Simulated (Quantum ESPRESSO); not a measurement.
Al3MgO5F, one run as intended and one with a planted mistake

A calculation, not a measurement. The program is pw.x of Quantum ESPRESSO 7.5 (plane-wave density functional theory). The cell is made up: 10 atoms on a corundum lattice, with randomly drawn elements, strain and displacements, not relaxed. PseudoDojo standard norm-conserving files (v0.5 for PBE, v0.4.1 for LDA and PBEsol) set the functional; there is no spin polarisation, spin-orbit coupling or dispersion term, and the masses in the input are unused placeholders.

Intended input:

```
&control calculation='scf', pseudo_dir='./dojo.nc.sr.pbe.v0_5.standard.upf', outdir='./o', disk_io='medium', tprnfor=.true., tstress=.true. /
&system ibrav=0, nat=10, ntyp=4, nbnd=34, ecutwfc=84.00895049, nosym=.true., tot_charge=0,
 occupations='smearing', smearing='fd', degauss=0.0018374661
/
&electrons conv_thr=7.350e-09, electron_maxstep=60, /
ATOMIC_SPECIES
Al 1.0 Al.upf
F 1.0 F.upf
Mg 1.0 Mg.upf
O 1.0 O.upf
CELL_PARAMETERS angstrom
2.3172 1.4035 4.3578
-2.4371 1.3528 4.4398
-0.1039 -2.7965 4.4115
ATOMIC_POSITIONS angstrom
Al -0.1003 -0.0332 4.6226
Mg -0.0799 -0.0165 1.9311
Al -0.1377 -0.0099 8.5714
Al -0.2436 -0.0523 11.2359
O -1.0297 1.3012 7.7187
F -0.8615 -1.5195 7.722
O 1.5192 0.1421 7.6419
O 0.8299 -1.4211 5.5124
O 0.6701 1.5135 5.5207
O -1.7123 -0.1241 5.5118
K_POINTS automatic
6 6 6 1 1 1
```

The log is shortened where brackets say so; the opening notice, blank lines, dates and the lines on written files are dropped, and the path of the files is cut. It prints rydbergs, bohrs and kilobars, and counts compression as positive stress. Where no state is partly filled, the Fermi energy that it prints is only some level between the filled and the empty states on the mesh, and need not lie in the true gap.

Log of the intended run:

```
     Program PWSCF v.7.5
     Parallel version (MPI & OpenMP), running on       1 processor cores
     Number of MPI processes:                 1
     Threads/MPI process:                     1
     [start-up lines left out]
     bravais-lattice index     =            0
     lattice parameter (alat)  =       9.6966  a.u.
     unit-cell volume          =     589.4894 (a.u.)^3
     number of atoms/cell      =           10
     number of atomic types    =            4
     number of electrons       =        56.00
     number of Kohn-Sham states=           34
     kinetic-energy cutoff     =      84.0090  Ry
     charge density cutoff     =     336.0358  Ry
     scf convergence threshold =      7.3E-09
     mixing beta               =       0.7000
     number of iterations used =            8  plain     mixing
     Exchange-correlation= PBE
                           (   1   4   3   4   0   0   0)
     [axes and pseudopotential details left out]
   Cartesian axes
     site n.     atom                  positions (alat units)
         1        Al     tau(   1) = (  -0.0195469  -0.0064702   0.9008734  )
         2        Mg     tau(   2) = (  -0.0155713  -0.0032156   0.3763416  )
         3        Al     tau(   3) = (  -0.0268356  -0.0019294   1.6704336  )
         4        Al     tau(   4) = (  -0.0474739  -0.0101925   2.1897036  )
         5        O      tau(   5) = (  -0.2006726   0.2535838   1.5042556  )
         6        F      tau(   6) = (  -0.1678931  -0.2961271   1.5048987  )
         7        O      tau(   7) = (   0.2960686   0.0276931   1.4892884  )
         8        O      tau(   8) = (   0.1617347  -0.2769505   1.0742817  )
         9        O      tau(   9) = (   0.1305922   0.2949578   1.0758993  )
        10        O      tau(  10) = (  -0.3337009  -0.0241852   1.0741648  )
     number of k points=   108  Fermi-Dirac smearing, width (Ry)=  0.0018
     Number of k-points >= 100: set verbosity='high' to print them.
     Dense  grid:    61275 G-vectors     FFT dimensions: (  60,  60,  60)
     Estimated max dynamical RAM per process >      88.35 MB
     Initial potential from superposition of free atoms
     starting charge      55.9918, renormalised to      56.0000
     Starting wfcs are   41 randomized atomic wfcs
     total cpu time spent up to now is       20.6 secs
     per-process dynamical memory:    76.1 Mb
     Self-consistent Calculation
     iteration #  1     ecut=    84.01 Ry     beta= 0.70
     Davidson diagonalization with overlap
     ethr =  1.00E-02,  avg # of iterations =  3.6
     total cpu time spent up to now is       88.6 secs
     total energy              =    -347.55452990 Ry
     estimated scf accuracy    <       2.15064402 Ry
     iteration #  2     ecut=    84.01 Ry     beta= 0.70
     Davidson diagonalization with overlap
     ethr =  3.84E-03,  avg # of iterations =  2.1
     total cpu time spent up to now is      139.5 secs
     total energy              =    -348.17714908 Ry
     estimated scf accuracy    <       1.46617340 Ry
     [iterations 3 to 9 left out]
     iteration # 10     ecut=    84.01 Ry     beta= 0.70
     Davidson diagonalization with overlap
     ethr =  5.88E-10,  avg # of iterations =  2.3
     total cpu time spent up to now is      501.6 secs
     total energy              =    -348.45015830 Ry
     estimated scf accuracy    <       0.00000001 Ry
     iteration # 11     ecut=    84.01 Ry     beta= 0.70
     Davidson diagonalization with overlap
     ethr =  2.30E-11,  avg # of iterations =  3.2
     total cpu time spent up to now is      541.7 secs
     End of self-consistent calculation
     Number of k-points >= 100: set verbosity='high' to print the bands.
     the Fermi energy is     9.2563 ev
!    total energy              =    -348.45015829 Ry
     estimated scf accuracy    <          7.1E-09 Ry
     smearing contrib. (-TS)   =       0.00000000 Ry
     internal energy E=F+TS    =    -348.45015829 Ry
     The total energy is F=E-TS. E is the sum of the following terms:
     one-electron contribution =    -143.50606830 Ry
     hartree contribution      =     105.84741471 Ry
     xc contribution           =     -76.73907719 Ry
     ewald contribution        =    -234.05242752 Ry
     convergence has been achieved in  11 iterations
     Forces acting on atoms (cartesian axes, Ry/au):
     atom    1 type  1   force =     0.05132536   -0.05233085    0.09226972
     atom    2 type  3   force =     0.10432519   -0.02996887   -0.01545904
     atom    3 type  1   force =     0.05221701    0.05868386    0.08582169
     atom    4 type  1   force =    -0.06484533    0.00550693   -0.06354556
     atom    5 type  4   force =     0.01481702    0.04753332    0.02905217
     atom    6 type  2   force =    -0.02263477    0.03230811    0.01766436
     atom    7 type  4   force =    -0.03140275   -0.05435749    0.05616659
     atom    8 type  4   force =     0.01702182    0.06477553   -0.05496317
     atom    9 type  4   force =    -0.15821563    0.00569151   -0.10557340
     atom   10 type  4   force =     0.03739207   -0.07784204   -0.04143335
     Total force =     0.335997     Total SCF correction =     0.000055
     Computing stress (Cartesian axis) and pressure
          total   stress  (Ry/bohr**3)                   (kbar)     P=      122.42
   0.00136714  -0.00028477   0.00072005          201.11      -41.89      105.92
  -0.00028477   0.00063074   0.00000152          -41.89       92.79        0.22
   0.00072005   0.00000152   0.00049875          105.92        0.22       73.37
     init_run     :     18.39s CPU     20.49s WALL (       1 calls)
     electrons    :    505.71s CPU    521.09s WALL (       1 calls)
     forces       :      7.49s CPU      7.58s WALL (       1 calls)
     stress       :     29.52s CPU     29.63s WALL (       1 calls)
     [timing details left out]
     PWSCF        :   9m21.33s CPU   9m39.65s WALL
     JOB DONE.
```

A second run has one planted mistake: the self-consistency threshold is too loose. The input lines that differ, file-writing options aside:

```
- &electrons conv_thr=7.350e-09, electron_maxstep=60, /
+ &electrons conv_thr=4.410e-02, electron_maxstep=60, /
```

Its log:

```
     Program PWSCF v.7.5
     Parallel version (MPI & OpenMP), running on       4 processor cores
     Number of MPI processes:                 4
     Threads/MPI process:                     1
     [start-up lines left out]
     bravais-lattice index     =            0
     lattice parameter (alat)  =       9.6966  a.u.
     unit-cell volume          =     589.4894 (a.u.)^3
     number of atoms/cell      =           10
     number of atomic types    =            4
     number of electrons       =        56.00
     number of Kohn-Sham states=           34
     kinetic-energy cutoff     =      84.0090  Ry
     charge density cutoff     =     336.0358  Ry
     scf convergence threshold =      4.4E-02
     mixing beta               =       0.7000
     number of iterations used =            8  plain     mixing
     Exchange-correlation= PBE
                           (   1   4   3   4   0   0   0)
     [axes and pseudopotential details left out]
   Cartesian axes
     site n.     atom                  positions (alat units)
         1        Al     tau(   1) = (  -0.0195469  -0.0064702   0.9008734  )
         2        Mg     tau(   2) = (  -0.0155713  -0.0032156   0.3763416  )
         3        Al     tau(   3) = (  -0.0268356  -0.0019294   1.6704336  )
         4        Al     tau(   4) = (  -0.0474739  -0.0101925   2.1897036  )
         5        O      tau(   5) = (  -0.2006726   0.2535838   1.5042556  )
         6        F      tau(   6) = (  -0.1678931  -0.2961271   1.5048987  )
         7        O      tau(   7) = (   0.2960686   0.0276931   1.4892884  )
         8        O      tau(   8) = (   0.1617347  -0.2769505   1.0742817  )
         9        O      tau(   9) = (   0.1305922   0.2949578   1.0758993  )
        10        O      tau(  10) = (  -0.3337009  -0.0241852   1.0741648  )
     number of k points=   108  Fermi-Dirac smearing, width (Ry)=  0.0018
     Number of k-points >= 100: set verbosity='high' to print them.
     Dense  grid:    61275 G-vectors     FFT dimensions: (  60,  60,  60)
     Estimated max dynamical RAM per process >     195.72 MB
     Estimated total dynamical RAM >     737.98 MB
     Initial potential from superposition of free atoms
     starting charge      55.9918, renormalised to      56.0000
     Starting wfcs are   41 randomized atomic wfcs
     total cpu time spent up to now is        4.3 secs
     per-process dynamical memory:   167.9 Mb
     Self-consistent Calculation
     iteration #  1     ecut=    84.01 Ry     beta= 0.70
     Davidson diagonalization with overlap
     ethr =  1.00E-02,  avg # of iterations =  3.6
     total cpu time spent up to now is       13.8 secs
     total energy              =    -347.55443186 Ry
     estimated scf accuracy    <       2.15072049 Ry
     iteration #  2     ecut=    84.01 Ry     beta= 0.70
     Davidson diagonalization with overlap
     ethr =  3.84E-03,  avg # of iterations =  2.1
     total cpu time spent up to now is       22.4 secs
     total energy              =    -348.17711823 Ry
     estimated scf accuracy    <       1.46630796 Ry
     iteration #  3     ecut=    84.01 Ry     beta= 0.70
     Davidson diagonalization with overlap
     ethr =  2.62E-03,  avg # of iterations =  2.0
     total cpu time spent up to now is       30.3 secs
     End of self-consistent calculation
     Number of k-points >= 100: set verbosity='high' to print the bands.
     the Fermi energy is     9.4948 ev
!    total energy              =    -348.44126643 Ry
     estimated scf accuracy    <       0.01669548 Ry
     smearing contrib. (-TS)   =       0.00000000 Ry
     internal energy E=F+TS    =    -348.44126643 Ry
     The total energy is F=E-TS. E is the sum of the following terms:
     one-electron contribution =    -142.98124326 Ry
     hartree contribution      =     105.13433087 Ry
     xc contribution           =     -76.54192652 Ry
     ewald contribution        =    -234.05242752 Ry
     convergence has been achieved in   3 iterations
     Forces acting on atoms (cartesian axes, Ry/au):
     atom    1 type  1   force =     0.04841965   -0.04948600    0.08387267
     atom    2 type  3   force =     0.10595426   -0.01567553   -0.00788371
     atom    3 type  1   force =     0.04941559    0.05209091    0.07990255
     atom    4 type  1   force =    -0.06020113    0.00309048   -0.06109309
     atom    5 type  4   force =     0.01137456    0.04332298    0.02223257
     atom    6 type  2   force =    -0.02291890    0.03587227    0.02642285
     atom    7 type  4   force =    -0.02902036   -0.05089730    0.05015585
     atom    8 type  4   force =     0.01744549    0.06162758   -0.05124290
     atom    9 type  4   force =    -0.15740558    0.00285078   -0.09967071
     atom   10 type  4   force =     0.03693642   -0.08279616   -0.04269609
     Total force =     0.323599     Total SCF correction =     0.112218
     SCF correction compared to forces is large: reduce conv_thr to get better values
     Computing stress (Cartesian axis) and pressure
          total   stress  (Ry/bohr**3)                   (kbar)     P=      -16.33
   0.00039410  -0.00028226   0.00073122           57.97      -41.52      107.57
  -0.00028226  -0.00028525   0.00002077          -41.52      -41.96        3.05
   0.00073122   0.00002077  -0.00044182          107.57        3.05      -64.99
     init_run     :      4.04s CPU      4.19s WALL (       1 calls)
     electrons    :     25.58s CPU     26.07s WALL (       1 calls)
     forces       :      1.34s CPU      1.36s WALL (       1 calls)
     stress       :      4.44s CPU      4.49s WALL (       1 calls)
     [timing details left out]
     PWSCF        :     35.53s CPU     36.32s WALL
     JOB DONE.
```

|  | intended run | run with the mistake |
| --- | --- | --- |
| free energy (eV) | -4740.906 | -4740.785 |
| smearing term -TS (eV) | 0.0000 | 0.0000 |
| pressure (GPa) | 12.24 | -1.63 |
| largest force component (eV/Å) | 4.068 | 4.047 |
| largest change of a force component (eV/Å) |  | 0.367 |
| iterations | 11 | 3 |

For scale, a rerun of the intended cell at a cutoff of 1437 eV and k mesh 8 x 8 x 8 moved values by no more than 0.004 eV in energy, 0.03 GPa in stress and 0.006 eV/Å in force.